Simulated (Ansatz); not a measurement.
NbP:
```xyz
4
Lattice="-1.6699 1.6699 5.7249 1.6699 -1.6699 5.7249 1.6699 1.6699 -5.7249" Properties=species:S:1:pos:R:3 pbc="T T T"
Nb     0.0000     0.0000    11.4434
Nb     0.0000     1.6699     2.8560
P      0.0000     0.0000     4.7696
P      1.6699     0.0000     1.9071
```

Relaxed with r²SCAN.

### Question
Map the electron localisation function on the plane through (0.999, 0.999, 0.000) spanned by u = [1, 1, 0] and v = [1, 0, 1] in lattice vectors, from DFT-r²SCAN in the program Ansatz with PAW potentials.

### Answer
x is the fraction of u, y of v (the angle between them is 90°; rows are the nearest grid lines); atoms in the plane: Nb at (0.00, 0.00), Nb at (0.25, 0.50), P at (0.42, 0.00), P at (0.67, 0.50).
```
y \ x   0.000  0.100  0.175  0.275  0.375  0.450  0.550  0.625  0.725  0.825  0.900   1.00
------  -----  -----  -----  -----  -----  -----  -----  -----  -----  -----  -----  -----
1.00    0.074  0.129  0.240  0.424  0.333  0.034  0.130  0.087  0.339  0.560  0.233  0.074
0.941   0.255  0.132  0.226  0.352  0.443  0.102  0.130  0.135  0.393  0.535  0.215  0.255
0.824   0.773  0.185  0.134  0.174  0.786  0.722  0.162  0.513  0.713  0.353  0.141  0.773
0.765   0.635  0.266  0.111  0.378  0.786  0.791  0.231  0.649  0.812  0.231  0.125  0.635
0.706   0.292  0.383  0.154  0.686  0.683  0.738  0.348  0.690  0.844  0.137  0.126  0.292
0.588   0.208  0.546  0.462  0.686  0.267  0.379  0.593  0.475  0.712  0.056  0.150  0.208
0.529   0.325  0.565  0.557  0.497  0.168  0.247  0.651  0.351  0.577  0.046  0.158  0.325
0.471   0.325  0.565  0.557  0.496  0.168  0.247  0.651  0.352  0.576  0.046  0.158  0.325
0.412   0.208  0.546  0.462  0.686  0.267  0.379  0.593  0.475  0.713  0.056  0.150  0.208
0.294   0.292  0.383  0.154  0.686  0.683  0.738  0.348  0.690  0.844  0.137  0.126  0.292
0.235   0.635  0.266  0.111  0.378  0.786  0.791  0.231  0.649  0.812  0.231  0.125  0.635
0.176   0.773  0.185  0.134  0.174  0.786  0.722  0.162  0.513  0.713  0.353  0.141  0.773
0.0588  0.255  0.132  0.226  0.352  0.443  0.102  0.130  0.135  0.393  0.535  0.216  0.255
0.000   0.074  0.129  0.240  0.424  0.333  0.034  0.130  0.087  0.339  0.560  0.233  0.074
```

The density is the valence pseudo-density with augmentation charge, so density and ELF within about 1 Å of a nucleus are not all-electron values.

Space group I4_1md. Symmetry was held in the r²SCAN relaxation. No spin polarisation was allowed.

Potentials: the later of the program's two PAW sets.
